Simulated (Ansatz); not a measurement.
CdF2 (fluorite)

```xyz
3
Lattice="0.0000 2.6942 2.6942 2.6942 0.0000 2.6942 2.6942 2.6942 0.0000" Properties=species:S:1:pos:R:3 pbc="T T T"
Cd     0.0000     0.0000     0.0000
F      1.3471     1.3471     1.3471
F      4.0413     4.0413     4.0413
```

The volume is varied about the relaxed value V₀ at fixed cell shape. Symmetry pins the atoms to their sites.

Computed with r2SCAN (plane waves to 500 eV, PAW, scalar-relativistic; Ansatz, a first-principles code). k mesh 11×11×11 (Γ-centred), Fermi-Dirac smearing 0.05 eV. E stands for the smeared free energy. Stress and pressure are positive under compression. CdF2 was relaxed with its symmetry unable to fall. ΔE is measured from the relaxed starting cell.

```json
[
 {"V (Å³/atom)": "11.734", "ΔE (meV/atom)": "56.3"},
 {"V (Å³/atom)": "12.060", "ΔE (meV/atom)": "30.1"},
 {"V (Å³/atom)": "12.386", "ΔE (meV/atom)": "withheld"},
 {"V (Å³/atom)": "12.712", "ΔE (meV/atom)": "3.0"},
 {"V (Å³/atom)": "13.038", "ΔE (meV/atom)": "0.0"},
 {"V (Å³/atom)": "13.364", "ΔE (meV/atom)": "2.7"},
 {"V (Å³/atom)": "13.690", "ΔE (meV/atom)": "10.4"},
 {"V (Å³/atom)": "14.016", "ΔE (meV/atom)": "22.5"},
 {"V (Å³/atom)": "14.342", "ΔE (meV/atom)": "38.2"}
]
```

Q: Fit a third-order Birch-Murnaghan form (E₀, V₀, B₀, B₀′ free) to the given rows and predict ΔE at V = 12.386.

A: Least squares on the 8 given rows: ΔE = E₀ + (9V₀B₀/16)·y²·[2 + (B₀′ − 4)y], y = (V₀/V)^(2/3) − 1, with V₀ = 13.039 Å³/atom, B₀ = 112.9 GPa (160.2 GPa = 1 eV/Å³; the term in eV is multiplied by 1000), B₀′ = 4.74, E₀ = -0.01 meV/atom; root-mean-square residual 0.03 meV/atom. At 12.386 the fit gives 12.7 meV/atom; the calculation gives 12.7 meV/atom, the same to the digits shown. For the pressure the fit gives 6.6 GPa against the computed 6.6 GPa.

(Under strain, the slope of the energy per volume gives the stress and its curvature an elastic modulus.)
